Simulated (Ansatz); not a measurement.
PbF$_{2}$:
```
PbF2
1.0
    0.00000     3.00034     3.00034
    3.00034     0.00000     3.00034
    3.00034     3.00034     0.00000
Pb F
1 2
Direct
  0.00000   0.00000   0.00000
  0.25000   0.25000   0.25000
  0.75000   0.75000   0.75000
```

Relaxed with PBE.

### Question
Give the Bader charges and basin volumes of the independent atoms, DFT-PBE in the program Ansatz with PAW potentials.

### Answer


```csv
atom,Bader charge (e),Bader volume (Å³)
Pb1,+1.58,21.7
F2,-0.79,15.6
```

Space group Fm-3m (fluorite). Symmetry was held in the PBE relaxation. Scalar-relativistic: spin–orbit coupling is off unless named, which matters more the heavier the elements.

Potentials: the later of the program's two PAW sets.
